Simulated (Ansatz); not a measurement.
Suppose TiCuC4N4 takes space group P-43m (No. 215), with Ti on 1a; Cu on 1b; C on 4e; N on 4e. Recipe of this trial structure of TiCuC4N4: two interpenetrating cyanide-bridged diamond nets.

Computed with DFT PBE, scalar-relativistic, plane waves, PAW (Ansatz). Cutoff 420 eV, Γ-centred mesh, Gaussian smearing, collinear spin.

Energies over the elements count from the elements' standard structures at the same level (N₂ as a molecule), with no fitted energy shifts.

Q: Give the relaxed lattice parameters and positions.

A:

Space group P-43m (No. 215). a = 6.015 Å, b = 6.015 Å, c = 6.015 Å, α = 90.00°, β = 90.00°, γ = 90.00°
| atom | site | symmetry | x | y | z |
| --- | --- | --- | --- | --- | --- |
| Ti | 1a | -43m | 0.0000 | 0.0000 | 0.0000 |
| Cu | 1b | -43m | 0.5000 | 0.5000 | 0.5000 |
| C | 4e | .3m | 0.2018 | 0.2018 | 0.2018 |
| N | 4e | .3m | 0.3142 | 0.3142 | 0.3142 |

Ti has 4 C at 2.10 Å; Cu has 4 N at 1.94 Å; C has 1 N at 1.17 Å and 1 Ti at 2.10 Å; around N lie 1 C at 1.17 Å and 1 Cu at 1.94 Å. Another local minimum with the same sites may exist.

Q: Where does its energy lie, and is it a metal?

A: The formation energy is +0.35 eV/atom and the gap on the 6×6×6 mesh of the 10-atom cell is 0 eV (a metal). The net moment per atom is 0.10 μB. The moment by site is Ti 0.6 μB. It can't be a ground state, since the elements alone are lower.

The last run used collinear spin and Gaussian smearing of 0.10 eV. In such compounds of Cu and Ti a zero gap at this level may well be an artefact, since no Hubbard U is applied. The reference form of C is held partly by dispersion forces, which this level lacks. Another magnetic order may lie lower. A structure relaxed within its symmetry needn't be a true minimum. Site moments count only spheres around the atoms; the net moment includes the space between them.
